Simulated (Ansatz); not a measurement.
Cd (fcc): energy against volume

Computed with DFT, LDA (PW92), plane waves (420 eV) with PAW, scalar-relativistic (Ansatz 0.2.0). (PAW data from PBE, frozen cores regenerated.)

The cell is scaled uniformly from the relaxed one, with fractional coordinates and shape fixed. Energies are extrapolated to zero smearing, pressures are those at the given smearing. Magnetic state: spin not included.

A Birch-Murnaghan fit gives V₀ = 19.97 Å³/atom, B₀ = 71 GPa, B₀′ = 5.5.

Q: What are the energy above the minimum and the pressure at 17.562 Å³/atom?

A: 84.4 meV/atom and 12.84 GPa as computed.

Q: What are the energy above the minimum and the pressure at 19.159 Å³/atom?

A: 7.9 meV/atom and 3.24 GPa as computed.

Q: What are the energy above the minimum and the pressure at 20.755 Å³/atom?

A: 6.3 meV/atom and -2.46 GPa as computed.
